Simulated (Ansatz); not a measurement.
What DFT gives for CaCu$_{2}$S$_{2}$

```xyz
5
Lattice="3.8873 0.0000 0.0000 -1.9436 3.3665 0.0000 0.0000 0.0000 6.4357" Properties=species:S:1:pos:R:3 pbc="T T T"
Cu   -0.0002    2.2444    2.4230
Cu    1.9438    1.1220    4.0127
Ca    0.0000    0.0000    0.0000
S    -0.0002    2.2444    4.8030
S     1.9438    1.1220    1.6327
```

The numbers come from plane-wave PAW DFT (Ansatz): r2SCAN, collinear spin, 500 eV, 7×7×4 Γ-centred k points, fermi-dirac occupations (width 0.1 eV). Nothing was relaxed.

The state carries no moments; the state need not be the lowest.

Electronic structure: The gap is 1.73 eV, direct at the points sampled. A semilocal functional usually gives too small a gap.
Charges: Bader charges in e: Ca +1.46, Cu +0.47, S -1.20. In the mean Ca gives up most and S takes most.
Stress: The pressure is 1.1 GPa (compression positive), so with the atoms held at these fractions the cell would first expand.
Forces: The largest is on S4 (and as large on other atoms): 0.29 eV/Å, components (0.00, 0.00, -0.29). It makes 71° with the line to a nearest neighbour, Cu2 at 2.38 Å.
Formation energy: -1.10 eV an atom against the elements' usual phases (free molecules for gases, crystals otherwise, with no correction for O₂ or N₂), so it is bound against them; other compounds may still compete. Relaxing would lower it.
Contacts: Cu–S at 2.38 Å: least valence density 0.42 e/Å³ and ELF 0.20 there. Cu–Cu at 2.75 Å: least valence density 0.19 e/Å³ and ELF 0.15 there. Ca–S at 2.78 Å: least valence density 0.19 e/Å³ and ELF 0.08 there, a closed-shell (ionic or weak) contact. These are pseudo-fields; inside the PAW spheres they differ from the all-electron ones.

Origin: a database entry at a rescaled volume. Caveats: the input typed no starting moments.
